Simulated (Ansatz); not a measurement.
YN:
```yaml
crystal:
  lattice:
    - [3.98947, 0.00000, 0.00000]
    - [-1.99474, 3.45498, 0.00000]
    - [0.00000, 0.00000, 4.86556]
  atoms:
    - { symbol: Y, position: [0.33333, 0.66667, 0.75000] }
    - { symbol: Y, position: [0.66667, 0.33333, 0.25000] }
    - { symbol: N, position: [0.33333, 0.66667, 0.25000] }
    - { symbol: N, position: [0.66667, 0.33333, 0.75000] }
```

Plane-wave PAW PBEsol (Ansatz code) gives a gap of 0.61 eV without spin–orbit coupling, maximum at Γ, minimum at K.

### Question
What happens when spin–orbit coupling is switched on?

### Answer
The gap stays essentially unchanged, to 0.61 eV; maximum at Γ, minimum at K.

### Question
Give the electron effective mass with spin–orbit coupling.

### Answer
0.16, 0.56, 0.56 mₑ (principal values).

### Question
Give the hole effective mass with spin–orbit coupling.

### Answer
0.16, 0.92, 0.92 mₑ (principal values).

Space group P6_3/mmc. The first step of the workflow began from a Materials Project structure, measured or hypothetical; the Crystallography Open Database copy checked does not list it. COD files the formula under space group No. 225. Its standing as an ambient phase is unchecked. The PBEsol relaxation kept the symmetry of its start; whether a distortion lowers the energy is not shown. No spin polarisation was allowed.

Potentials: the later of the program's two PAW sets.
